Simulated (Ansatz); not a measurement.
Polymorphs of GaP, each relaxed with r²SCAN (plane waves, PAW; program Ansatz):

A: zinc blende (F-43m)
a = b = c = 5.4516 Å, α = β = γ = 90.00°

| atom | site | symmetry | x | y | z |
|---|---|---|---|---|---|
| Ga | 4a | -43m | 0.0000 | 0.0000 | 0.0000 |
| P | 4c | -43m | 0.2500 | 0.2500 | 0.2500 |

B: rock salt (Fm-3m)
a = b = c = 5.119 Å, α = β = γ = 90.00°

```tsv
atom	site	symmetry	x	y	z
Ga	4a	m-3m	0.0000	0.0000	0.0000
P	4b	m-3m	0.5000	0.5000	0.5000
```

C: CsCl type (Pm-3m)
a = 3.194 Å, b = 3.194 Å, c = 3.194 Å, α = 90.00°, β = 90.00°, γ = 90.00°

| atom | site | symmetry | x | y | z |
|---|---|---|---|---|---|
| Ga | 1a | m-3m | 0.0000 | 0.0000 | 0.0000 |
| P | 1b | m-3m | 0.5000 | 0.5000 | 0.5000 |

Question: Order them by energy per atom at 0 K (lowest first) at the level r²SCAN.

Answer: A (+0 meV/atom), B (+496 meV/atom), C (+984 meV/atom)

Question: Give each one's gap.

Answer: A 1.85 eV; B no gap; C no gap.

Constructed cells (a structure type filled with these elements, in neither database checked): C. Typed or built starts, not in the databases checked: B. Not the usual ambient phase: B; C. Unstable at this level: C. All cells were relaxed under the symmetry of their starts (and spin orders); stability against distortions was not tested throughout. Scalar-relativistic: spin–orbit coupling is off unless named, which matters more the heavier the elements.

Energies hold the estimated change up to a 700 eV cutoff; steps of a few meV lie near the error of the meshes.

Potentials: the earlier of the program's two PAW sets.
